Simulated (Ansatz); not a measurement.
Pd (fcc, Cu type)

```
Pd
1.0
    0.00000     1.95417     1.95417
    1.95417     0.00000     1.95417
    1.95417     1.95417     0.00000
Pd
1
Direct
  0.00000   0.00000   0.00000
```

The slice is a {110} plane (indices of the conventional cell) through the point (0.000, 0.000, 0.000) (fractional), spanned by u = [100] and v = [1 -1 -1] in vectors of this cell: u (2.76 Å) and v (3.91 Å, at 90° to u). It covers one period; positions are fractions (u, v).

Computed with r2SCAN (plane waves to 500 eV, PAW, scalar-relativistic; Ansatz, a program for electronic structure). k mesh 20×20×20. Near the nuclei the fields are pseudised (PAW); where an atom keeps semicore shells as valence, they peak there. Pd is run without spin polarisation. Pd was relaxed with its symmetry unable to fall.

Three fields on this plane, each scaled to ten steps between its own extremes (0 low, 9 high; the total valence density on a logarithmic scale, the potential cut 8 eV below its top; x marks points blanked near nuclei; v = 0 in the bottom row):

Map A
```
|xxxxxxxxx865568xxxxxxxx|
|xxxxxxxxx755557xxxxxxxx|
|xxxxxxxx97544579xxxxxxx|
|xxxxxxxx86444468xxxxxxx|
|xxxxxxx9654334569xxxxxx|
|xxxxxx975433334579xxxxx|
|xxxxx97543333334579xxxx|
|xx99865443333334456899x|
|77765543333333333455677|
|55444333333333333334445|
|33333333333333333333333|
|11122223333443333222211|
|01111223344444433221111|
|00011223344444433221100|
|00001223444554443221000|
|00001223445555443221000|
|00001223444554443221000|
|00011223344444433221100|
|01111223344444433221111|
|11122223333443333222211|
|33333333333333333333333|
|55444333333333333334445|
|77765543333333333455677|
|xx99865443333334456899x|
|xxxxx97543333334579xxxx|
|xxxxxx975433334579xxxxx|
|xxxxxxx9654334569xxxxxx|
|xxxxxxxx86444468xxxxxxx|
|xxxxxxxx97544579xxxxxxx|
|xxxxxxxxx755557xxxxxxxx|
|xxxxxxxxx865568xxxxxxxx|
|xxxxxxxxx865568xxxxxxxx|
```

Map B
```
|xxxxxxxxx533335xxxxxxxx|
|xxxxxxxxx433334xxxxxxxx|
|xxxxxxxx63333336xxxxxxx|
|xxxxxxxx43333334xxxxxxx|
|xxxxxxx6333443336xxxxxx|
|xxxxxx643344443346xxxxx|
|xxxxx64334455443346xxxx|
|xx97533334555543333579x|
|55443333445555443333445|
|22222233444444443322222|
|11122233344444433322211|
|01111223333333333221111|
|00011222333333332221100|
|00001122233333322211000|
|00000112233333322110000|
|00000112233333322110000|
|00000112233333322110000|
|00001122233333322211000|
|00011222333333332221100|
|01111223333333333221111|
|11122233344444433322211|
|22222233444444443322222|
|55443333445555443333445|
|xx97533334555543333579x|
|xxxxx64334455443346xxxx|
|xxxxxx643344443346xxxxx|
|xxxxxxx6333443336xxxxxx|
|xxxxxxxx43333334xxxxxxx|
|xxxxxxxx63333336xxxxxxx|
|xxxxxxxxx433334xxxxxxxx|
|xxxxxxxxx533335xxxxxxxx|
|xxxxxxxxx533335xxxxxxxx|
```

Map C
```
|xxxxxxxxx035530xxxxxxxx|
|xxxxxxxxx145541xxxxxxxx|
|xxxxxxxx02466420xxxxxxx|
|xxxxxxxx03566530xxxxxxx|
|xxxxxxx0256776520xxxxxx|
|xxxxxx014677776410xxxxx|
|xxxxx02456788765420xxxx|
|xx00124567788776542100x|
|11234566777887776654321|
|55556677777777777766555|
|77777777777777777777777|
|88888877776666777788888|
|99988887766666677888899|
|99998877665555667788999|
|99999877665555667789999|
|99999877665555667789999|
|99999877665555667789999|
|99998877665555667788999|
|99988887766666677888899|
|88888877776666777788888|
|77777777777777777777777|
|55556677777777777766555|
|11234566777887776654321|
|xx00124567788776542100x|
|xxxxx02456788765420xxxx|
|xxxxxx014677776410xxxxx|
|xxxxxxx0256776520xxxxxx|
|xxxxxxxx03566530xxxxxxx|
|xxxxxxxx02466420xxxxxxx|
|xxxxxxxxx145541xxxxxxxx|
|xxxxxxxxx035530xxxxxxxx|
|xxxxxxxxx035530xxxxxxxx|
```

**Question.** Assign the maps to these fields: electron localisation function (ELF); valence electron density; electrostatic potential energy of an electron, from the cell's mean.

**Answer.** A is the valence electron density; B is the electron localisation function (ELF); C is the electrostatic potential energy of an electron, from the cell's mean.
